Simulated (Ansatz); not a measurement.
RuFI as a Janus 2H monolayer, relaxed with r2SCAN. The sheet's in-plane cell has a = 3.637 Å, b = 3.637 Å (γ = 120.0°), and its outermost atoms lie 2.68 Å apart along the normal. Ru is surrounded by 3 F at 2.48 Å and 3 I at 2.50 Å; F is surrounded by 3 Ru at 2.48 Å; I is surrounded by 3 Ru at 2.50 Å.

```
CELL_PARAMETERS angstrom
3.63677 0.00000 0.00000
-1.81839 3.14954 0.00000
0.00000 0.00000 30.00730
ATOMIC_POSITIONS crystal
Ru 0.33333 0.66667 0.30020
F 0.66667 0.33333 0.34445
I 0.66667 0.33333 0.25513
```
The sheet repeats along a and b alone.

The questions ask for values computed with the plane-wave code Ansatz on this geometry. The calculation is spin-unpolarised, and the structure need not be a phase that has been made.

Question: Is there a gap with LDA, and of what kind?

Answer: The LDA gap is indirect, 0.75 eV (k = (0.156, 0.417, 0) to Γ–M (0.83 of the way from Γ)), below the direct gap of 0.86 eV at k = (0.083, 1/3, 0).

Question: What does HSE06 give for the gap (6×6×1 mesh)?

Answer: With HSE06 the valence top lies at K and the conduction bottom at Γ–M (0.67 of the way from Γ), 2.17 eV higher; the smallest vertical gap, at Γ–M (0.67 of the way from Γ), is 2.28 eV. The gap differs by +1.42 eV from LDA's.

Question: What does Hartree-Fock give for the gap (6×6×1 mesh)?

Answer: The Hartree-Fock gap is direct at Γ: 9.71 eV. The gap differs by +8.96 eV from LDA's.

Spin-orbit coupling is left out, which matters wherever the heavy atoms make up the band edges.

Where an edge lies off the special points, it is a point of the mesh or the k point where a search put PBE's edge or least direct gap, reused for the other functionals, whose own edges may lie a little apart.

Coordinates of k points refer to the reciprocal vectors of the primitive cell of the runs.

The meshes of the hybrids are coarse, so their gaps aren't converged to the digits shown.

For some runs the program warns that the potential is rough where the density is thin, which bears on empty states near the vacuum.
